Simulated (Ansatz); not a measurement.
HfIr₃ in space group I4/mmm (No. 139; Ir on 2b, Ir on 4d, Hf on 2a), a = 3.9783 Å, b = 3.9783 Å, c = 7.9578 Å, α = 90.00°, β = 90.00°, γ = 90.00°; the cell used has 4 atoms.

This is the PBE-relaxed structure.

Task: All from PBE in the plane-wave PAW code Ansatz, unless another level is named. Predict the formation energy from the elements (no fitted shifts).

Result: -0.60 eV/atom.

Task: What about the density of states at the Fermi level?

Result: 0.85 states/eV per atom (mean over ±0.08 eV).

A made-up cell: these elements were put on the sites of a structure type; neither database checked (COD, Materials Project) lists it. COD files the formula under space group No. 221, so this cell is another polymorph or a model. Its standing as an ambient phase is unchecked. Symmetry was held in the PBE relaxation; its stability against distortions is not shown here. The run is not spin-polarised. Axis ratios of metals converge slowly with the k-mesh, so a and c are less sure than the volume. The references are the lowest solids computed at this level, not always the standard phases. Scalar-relativistic: spin–orbit coupling is off unless named, which matters more the heavier the elements.

Potentials: the earlier of the program's two PAW sets.
